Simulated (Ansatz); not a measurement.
All numbers below come from DFT PBE, scalar-relativistic, plane waves, PAW in Ansatz 0.2.0. All cells share a 420 eV cutoff and Γ-centred k meshes spaced at most about 0.3 Å⁻¹ (about 0.25 or finer for metals, 2π included). No spin polarisation in the final relaxations.

Each of these unrelaxed guesses is relaxed in cell and atoms within its symmetry. A guess keeps its type if space group and coordination stay and the shape of the cell changes little (axis ratios within about 15 %, angles within 6°); the volume may change.

1. Sb2O

```cif
data_structure
_symmetry_space_group_name_H-M 'P6/mmm'
_symmetry_Int_Tables_number 191
_cell_length_a 5.0867
_cell_length_b 5.0867
_cell_length_c 3.2336
_cell_angle_alpha 90.000
_cell_angle_beta 90.000
_cell_angle_gamma 120.000
_cell_volume 72.46
loop_
_atom_site_label
_atom_site_type_symbol
_atom_site_symmetry_multiplicity
_atom_site_Wyckoff_symbol
_atom_site_fract_x
_atom_site_fract_y
_atom_site_fract_z
_atom_site_occupancy
Sb1 Sb 2 d 0.33333 0.66667 0.50000 1
O1 O 1 a 0.00000 0.00000 0.00000 1
```

2. Ga2TeO2

```cif
data_structure
_symmetry_space_group_name_H-M 'P6_3/mmc'
_symmetry_Int_Tables_number 194
_cell_length_a 3.6531
_cell_length_b 3.6531
_cell_length_c 15.6787
_cell_angle_alpha 90.000
_cell_angle_beta 90.000
_cell_angle_gamma 120.000
_cell_volume 181.20
loop_
_atom_site_label
_atom_site_type_symbol
_atom_site_symmetry_multiplicity
_atom_site_Wyckoff_symbol
_atom_site_fract_x
_atom_site_fract_y
_atom_site_fract_z
_atom_site_occupancy
Ga1 Ga 4 e 0.00000 0.00000 0.60439 1
Te1 Te 2 d 0.66667 0.33333 0.25000 1
O1 O 4 f 0.66667 0.33333 0.50062 1
```

3. Ge2SbO

```cif
data_structure
_symmetry_space_group_name_H-M 'P6_3/mmc'
_symmetry_Int_Tables_number 194
_cell_length_a 3.6348
_cell_length_b 3.6348
_cell_length_c 13.9331
_cell_angle_alpha 90.000
_cell_angle_beta 90.000
_cell_angle_gamma 120.000
_cell_volume 159.42
loop_
_atom_site_label
_atom_site_type_symbol
_atom_site_symmetry_multiplicity
_atom_site_Wyckoff_symbol
_atom_site_fract_x
_atom_site_fract_y
_atom_site_fract_z
_atom_site_occupancy
Ge1 Ge 4 f 0.33333 0.66667 0.08810 1
Sb1 Sb 2 c 0.33333 0.66667 0.25000 1
O1 O 2 a 0.00000 0.00000 0.00000 1
```

Question: Which keep their type?

Answer: Guess 1 keeps its type.

```csv
guess,kept,start group,end group,V start (Å³/atom),V end,"b/a and c/a, end over start",nearest neighbours start,nearest neighbours end
1,yes,P6/mmm,P6/mmm,24.2,20.7,"1.00, 0.98","O 14, Sb 11","O 14, Sb 11"
2,no,P6_3/mmc,P6_3/mmc,18.1,18.1,"1.00, 1.45","Ga 6, O 3, Te 6","Ga 3, O 3, Te 12"
3,no,P6_3/mmc,P6_3/mmc,19.9,19.0,"1.00, 1.59","Ge 4, O 6, Sb 2","Ge 3, O 6, Sb 8"
```

Neighbours count within 15 % of an atom's shortest distance; end groups are read at 0.02 Å (0.05 Å in metals).

Weakly bound directions are ill-defined at this level, which has no dispersion term (Ga2TeO2 P6_3/mmc). Spin–orbit coupling, which can matter for Sb and Te, is left out. Cells relaxed within their symmetry can be saddle points.
